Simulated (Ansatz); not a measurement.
A relaxed cell of NbRu (P4/mmm (No. 123)), relaxed on a k-mesh at least as fine as the one used below. These are PBEsol (plane waves to 420 eV, PAW, scalar-relativistic; Ansatz, a program for electronic structure) values and carry that method's errors. Γ-centred k-mesh 10×10×11 on the run's cell (coarser than for final values), Fermi–Dirac smearing 0.05 eV.

```
NbRu
1.0
    6.40859     0.00000     0.00000
    3.20429     3.20429     0.00000
    0.00000     0.00000     3.01452
Nb Ru
2 2
Direct
  0.00000   0.50000   0.00000
  0.50000   0.50000   0.00000
  0.00000   0.00000   0.50000
  0.50000   0.00000   0.50000
```

The atoms are displaced along an unstable phonon of this cell by (Å):

| atom | ux | uy | uz |
|---|---|---|---|
| Nb1 | -0.071 | 0.000 | 0.000 |
| Nb2 | 0.071 | 0.000 | 0.000 |
| Ru3 | 0.000 | -0.150 | 0.000 |
| Ru4 | 0.000 | 0.150 | 0.000 |

What forces (eV/Å) and pressure result?


```
atom     Fx     Fy    Fz
----  -----  -----  ----
Nb1   -0.38   0.00  0.00
Nb2    0.38   0.00  0.00
Ru3    0.00   0.24  0.00
Ru4    0.00  -0.24  0.00
```

Pressure +0.4 GPa.

The undisplaced cell is probably no minimum: from this displacement the run went on to Cmmm (No. 65), 0.04 eV/atom below it.

No spin polarisation in the result.

The first start was generated by placing the elements on the sites of a structure type. A measured structure of NbRu has the same space group, P4/mmm (No. 123); the sites were not compared with it.
